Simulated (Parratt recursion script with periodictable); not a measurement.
## Thickness fringes of films on SrTiO3 (Neutron reflectivity)

Calculation: specular neutron reflectivity, Parratt recursion, Névot-Croce roughness, natural isotopes, no magnetic scattering; Parratt recursion script with periodictable 1.7.1.

Neutron wavelength 4.75 Å. Q is scanned from 0.004 to 0.25 Å⁻¹ in 600 evenly spaced points, and the curve is smoothed with a Gaussian of 0.001 Å⁻¹ full width. A minimum is a scan point below both neighbours, placed by a parabola through ln R at the three points.

Each run is one film on SrTiO3 (density 5.086 g/cm³, ρ = 3.516 × 10⁻⁶ Å⁻², rms roughness 2.4 Å) under vacuum. The film surface has an rms roughness of 2.3 Å in all runs. ρ and ρ″ are the real and imaginary parts of the scattering length density. The table lists all minima between 0.035 and 0.135 Å⁻¹.

```
run  film  thickness d (Å)  density (g/cm³)  ρ (10⁻⁶ Å⁻²)  ρ″ (10⁻⁶ Å⁻²)       minima at Q (Å⁻¹)
---  ----  ---------------  ---------------  ------------  -------------  ----------------------
A      Zr              200            5.479         2.590   1.861 × 10⁻⁵  0.0496, 0.0801, 0.1111
B      Zr              200            4.512             ?              ?                       ?
```

Densities are inputs, not measurements. They were set from computed cells of the Materials Project: Zr from entry mp-131 (P6₃/mmc, 6.446 g/cm³, taken at 70 and 85 %); SrTiO3 from entry mp-5229 (Pm-3m, 5.086 g/cm³). A layer's crystal structure does not enter its constants, only its composition and density.

Q: How many minima does run B have between 0.035 and 0.135 Å⁻¹, and where? Estimate its ρ first.

A: Inside a film the fringe order is m = (d/2π)(Q² − 16πρ)^½, with the film's own ρ. Where the film's ρ lies between zero and the substrate's, its two faces reflect with the same sign, and minima are expected at half-integer m.

- Run A, ρ between zero and the substrate's: the minima give m = 1.54, 2.52, 3.52.

At fixed composition ρ is proportional to density: 2.590 × 4.512/5.479 = 2.133, in the table's units (the run used 2.133). In run B the film's ρ lies between zero and the substrate's, so take half-integer m. The window runs from m = 1.06 to 4.28 and holds m = 1.5, 2.5, 3.5. Then Q² = 16πρ + (2πm/d)² gives Q = 0.0482, 0.0792, 0.1104 Å⁻¹.

The run has 3 minima, at 0.0484, 0.0793, 0.1105 Å⁻¹. The largest distance from one of them to an estimated minimum is 0.0002 Å⁻¹, against a mean spacing of 0.0311 Å⁻¹.
